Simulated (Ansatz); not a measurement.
**How far is PAW off for La?**

```xyz
2
Lattice="3.7500 0.0000 0.0000 -1.8750 3.2476 0.0000 0.0000 0.0000 6.0700" Properties=species:S:1:pos:R:3 pbc="T T T"
La    0.0000    2.1651    1.5175
La    1.8750    1.0825    4.5525
```

Atom numbers follow the list: La1, La2.

The geometry is COD entry 9008503, unchecked; take it as a test cell. It differs from other determinations.

Spin–orbit coupling is left out, though it moves levels of the heavy atoms by tenths of an eV or more.

Levels of theory: DFT, LDA, PAW with Ansatz's default frozen-core files, scalar-relativistic (Ansatz 0.2.0); DFT, LDA, all-electron PAW with datasets made for the crystal, scalar-relativistic (Ansatz 0.2.0); DFT, LDA, all-electron LAPW, scalar-relativistic (Ansatz 0.2.0).

For PAW: a Γ-centred 11×11×6 k mesh, Fermi–Dirac smearing of 0.05 eV, cutoff 420 eV, no spin polarisation; the PAW files were made with PBE, and the program remakes their frozen cores for this functional. The crystal-made all-electron datasets (AE datasets) take a cutoff of 260 eV at this cell. LAPW targets a basis error of 0.25 meV/atom. The Ansatz runs share mesh, smearing and spin set-up. Plane-wave (PAW) pressures include the program's estimate of the Pulay term.

Stress and pressure are positive in compression.

No spin–orbit coupling: at heavy atoms the gradients can be off by tens of per cent for that reason.

In a metal, gradients converge slowly with the k mesh: the values move by tens of per cent from one mesh to another, at times in sign, so only the comparison on one mesh counts.

Levels count from the Fermi level.

| quantity | PAW | AE datasets | LAPW |
| --- | --- | --- | --- |
| pressure (GPa) | -3.03 | -3.00 | -3.00 |
| stress xx (GPa) | -2.98 | -2.96 | -2.96 |
| stress zz (GPa) | -3.11 | -3.07 | -3.07 |
| highest filled level at A (eV) | -1.892 | -1.893 | -1.893 |
| lowest empty level at A (eV) | 0.582 | 0.586 | 0.586 |
| highest filled level at M (eV) | -1.129 | -1.130 | -1.130 |
| lowest empty level at M (eV) | 1.185 | 1.193 | 1.193 |
| highest filled level at Γ (eV) | -1.775 | -1.776 | -1.776 |
| lowest empty level at Γ (eV) | ? | 1.019 | 1.019 |
| field gradient Vzz at La1 (10²¹ V/m²) | 0.91 | 0.92 | – |

(1) Fill in "PAW" for the row "lowest empty level at Γ (eV)".

Answers

(1) 1.008.
